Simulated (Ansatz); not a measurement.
FeNi: computed property card

FeNi:
```xyz
2
Lattice="2.4682 0.0000 0.0000 0.0000 2.4682 0.0000 0.0000 0.0000 3.5329" Properties=species:S:1:pos:R:3 pbc="T T T"
Fe     0.0000     0.0000     0.0000
Ni     1.2341     1.2341     1.7664
```
The run is spin-polarised; directions of the spins, atom by atom: ↑ ↑.

Space group P4/mmm (No. 123), L1₀ or tetragonal B2; conventional cell a = 2.4682 Å, b = 2.4682 Å, c = 3.5329 Å, α = 90.00°, β = 90.00°, γ = 90.00°.

Method: plane-wave PAW PBEsol (Ansatz code). Geometry: relaxed at this level of theory. Other levels are named where they apply.

**Cell and energy**

| Item | Result |
|---|---|
| Volume per atom | 10.76 Å³ |
| Density | 8.84 g/cm³ |
| Formation energy from the elements (no fitted shifts) | -0.055 eV/atom |

**Electronic structure**

| Property | Result |
|---|---|
| Electronic character | metallic (no gap) |
| Density of states at the Fermi level | 0.63 states/eV per atom (mean over ±0.08 eV) |

**Magnetism**

| Item | Value |
|---|---|
| Magnetic order | ferromagnetic |
| Net moment | 1.58 μB per atom |

**Mechanics**

| Quantity | Result |
|---|---|
| Bulk modulus (Birch–Murnaghan fit) | 210 GPa |
| Pressure derivative B′ | 4.7 |
| Elastic constants (relaxed ions, GPa) | C11 = 388, C12 = 48.0, C13 = 164, C33 = 337, C44 = 145, C66 = 44.4 |
| Mechanical stability | stable (all eigenvalues of C positive) |
| Hill bulk and shear moduli | 206 and 103 GPa |
| Young's modulus | 265 GPa |
| Poisson's ratio | 0.29 |
| Debye temperature from the elastic constants | 513 K |

The workflow started from a Materials Project entry (that database holds measured and hypothetical structures alike); the Crystallography Open Database files this formula in space group No. 123, but the cells were not matched. Whether it is the stable phase at ambient conditions was not checked. Symmetry was held in the PBEsol relaxation; whether a distortion lowers the energy is not shown. Spin order of the final state: ferromagnetic, chosen from 5 collinear starts compared on coarse meshes (ties went to the first, and starts can fall back to one state), not a proven ground state. As this level gives no gap, shear constants depend on the k-mesh and smearing (Fermi–Dirac, 0.1 eV here). Axis ratios of metals converge slowly with the k-mesh, so a and c are less sure than the volume. The references are the lowest solids computed at this level, not always the standard phases.

Potentials: the later of the program's two PAW sets.
